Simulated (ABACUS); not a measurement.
Set-up for a self-consistent single point of Al2O3 (R-3c, 10 atoms in the cell; from Materials Project mp-1143, changed as shown).

```
Al2O3
1.0
    2.41020     1.39153     4.38608
   -2.41020     1.39153     4.38608
    0.00000    -2.78306     4.38608
Al O
4 6
Direct
  0.14790   0.14790   0.14790
  0.85210   0.85210   0.85210
  0.35210   0.35210   0.35210
  0.64790   0.64790   0.64790
  0.94386   0.55614   0.25000
  0.05614   0.44386   0.75000
  0.25000   0.94386   0.55614
  0.75000   0.05614   0.44386
  0.55614   0.25000   0.94386
  0.44386   0.75000   0.05614
```

Level of theory: PBE, numerical atomic orbitals DZP (confined pseudo-atomic orbitals with Gaussian additions; energy shift 0.003 Ry), PseudoDojo 0.5 standard norm-conserving PBE (tails mended) pseudopotentials (ABACUS).

ABACUS settings:

* **basis**: DZP numerical atomic orbitals, energy shift 0.003 Ry
* **KPT**: Gamma 8 8 8 0 0 0
* **basis_type**: lcao
* **dft_functional**: PBE
* **ecutwfc**: 100 Ry
* **smearing_method**: fixed
* **potentials**: PseudoDojo 0.5 standard norm-conserving PBE (tails mended)
* **symmetry**: 1
* **ks_solver**: genelpa
* **scf_nmax**: 100
* **scf_thr**: 1.0e-07
* **mixing_type**: broyden

Task: Estimate, at this level of theory: gap on the k-point mesh and pressure.

Result: The run gave:

* **Gap on the k-point mesh**: 5.76 eV
* **Pressure**: -0.28 GPa

The gap is read on the k-point mesh of the run and can differ from the gap over the whole zone at this level.

For comparison: a first run was changed to give this one (volume scaled by 1.02), and from it to this one the free energy drops by 2.1 meV/atom, the pressure goes from 4.32 to -0.28 GPa and the gap on the mesh goes from 6.014 to 5.758 eV.

The atom-centred basis is finite, which shifts total energies, pressures and gaps against plane waves. The structure comes from a collection of computed structures, made at another level of theory; the collection holds predicted forms beside known ones. Its lattice was then scaled.

Cost on one core: around 90 core-seconds (rough).

The atomic orbitals were generated for these runs; they are not ABACUS's published sets and were checked against plane waves on a few crystals only.

“Tails mended”: in these copies of the files the far tail of each local potential was reset to the Coulomb form.
